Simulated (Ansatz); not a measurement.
# Cd4SeS3 (P3m1) at 2 levels of theory

One geometry, relaxed with PBE; plane waves with PAW potentials in Ansatz, scalar-relativistic. No spin polarisation. Gaps are the least over mesh and band path; pressure is positive in compression.

```
Cd Se S
1.0
     4.24147    0.00000    0.00000
    -2.12073    3.67322    0.00000
     0.00000    0.00000   13.82700
Cd Se S
4 1 3
Cartesian
  0.0000 2.4488 0.0660
  0.0000 2.4488 6.8343
  2.1207 1.2244 3.4503
  2.1207 1.2244 10.5145
  0.0000 2.4488 9.5200
  0.0000 2.4488 2.6386
  2.1207 1.2244 6.0233
  2.1207 1.2244 13.0807
```

| level | cutoff (eV) | k mesh | gap (eV) | pressure (GPa) |
| --- | --- | --- | --- | --- |
| PBE | 420 | 6×6×2 | 0.74 | 0.0 |

**Question.** What comes out on the same cell with r2SCAN?

**Answer.**
```
 level  cutoff (eV)  k mesh  gap (eV)  pressure (GPa)
r2SCAN          500   6×6×2      1.20            -1.4
```

The cell was found from a structure generator's guess, not taken from experiment.
